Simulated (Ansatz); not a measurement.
## TiSi2 at a changed volume — quadrupolar parameters

The cell is a COD entry, relaxed with PBE at fixed cell and then changed (volume scaled by 0.98, ions relaxed).

Space group Fddd:1 (No. 70); a = 4.7410, b = 8.1807, c = 8.4658 Å.

```
site  Wyckoff  site symmetry       x       y       z
  Ti       8b            222  0.7500  0.7500  0.7500
  Si      16f            .2.  0.2500  0.0869  0.2500
```

One atom of each set is listed; the run and its k-mesh use a cell of 6 atoms with edges of 5.89, 4.85, 4.73 Å.

Computed with Ansatz: DFT, PBE, plane waves and PAW, scalar-relativistic, 420 eV cutoff, Γ-centred 13×13×13 k-points, Fermi–Dirac smearing 0.05 eV.

Conventions: |V_zz| ≥ |V_yy| ≥ |V_xx|, η = (V_xx − V_yy)/V_zz, C_Q = eQV_zz/h.

47Ti: I = 5/2, Q = 302.0 mb. Nuclear quadrupole moments: year-2017 set (Pyykkö).

(1) Give the quadrupolar parameters of the distinct sites.

Results:

(1) 

| site | atoms | first shell | V_zz (10²¹ V/m²) | η | C_Q (MHz) |
| --- | --- | --- | --- | --- | --- |
| Ti | 2 | 10 Si at 2.53–2.76 Å, 4 Ti at 3.17 Å | 1.44 | 0.13 | 10.5 |
| Si | 4 | 2 Si at 2.50 Å, 5 Ti at 2.53–2.76 Å; also 3 Si at 2.67–2.76 Å | -3.33 | 0.13 | – |

Si has no stable isotope with a ground-state quadrupole moment in the table, so no C_Q is given.

The run finds no gap above 0.1 eV (a metal, or nearly one), so the gradients can move by 10 % or more with the k-mesh. At this changed cell the PBE pressure is 6 GPa.
